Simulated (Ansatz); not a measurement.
HfO2:
```yaml
crystal:
  lattice:
    - [3.56749, 0.00000, 0.00000]
    - [0.00000, 3.56749, 0.00000]
    - [0.00000, 0.00000, 5.16678]
  atoms:
    - { symbol: Hf, position: [0.50000, 0.50000, 0.50000] }
    - { symbol: Hf, position: [0.00000, 0.00000, 0.00000] }
    - { symbol: O, position: [0.00000, 0.50000, 0.70009] }
    - { symbol: O, position: [0.00000, 0.50000, 0.20009] }
    - { symbol: O, position: [0.50000, 0.00000, 0.79991] }
    - { symbol: O, position: [0.50000, 0.00000, 0.29991] }
```

Relaxed with PBEsol. Special points in fractions of this cell's reciprocal vectors: Γ (0.000, 0.000, 0.000); X (0.000, 0.500, 0.000); M (0.500, 0.500, 0.000); Z (0.000, 0.000, 0.500); R (0.000, 0.500, 0.500); A (0.500, 0.500, 0.500).

Problem. List the band energies nearest the valence-band maximum at these points for the program Ansatz at the PBEsol with spin–orbit coupling level (PAW).

Solution. In eV from the valence-band maximum; about four levels below and three above (degenerate sets whole), none deeper than 8.9 eV; points with the same levels are listed once.

```
k                    below                above
-  -----------------------  -------------------
Γ  -0.08 -0.08 -0.08 -0.08  4.57 4.57 4.63 4.63
X  -0.16 -0.16 -0.16 -0.16  5.00 5.00 5.00 5.00
M  -0.44 -0.44 -0.44 -0.44  5.55 5.55 5.55 5.55
Z  -0.01 -0.01 -0.01 -0.01  5.29 5.29 5.29 5.29
R  -0.97 -0.97 -0.97 -0.97  5.13 5.13 5.13 5.13
A      0.00 0.00 0.00 0.00  5.84 5.84 5.84 5.84
```

Space group P4_2/nmc. This is a known high-temperature phase of the composition, computed here at zero pressure and temperature. The cell was relaxed with PBEsol under the symmetry of its start; its stability against distortions is not shown here. The run is not spin-polarised.

Potentials: the earlier of the program's two PAW sets. The files were generated under PBE; for other functionals the program regenerates the frozen cores, and for LDA and PBEsol the local potential too.
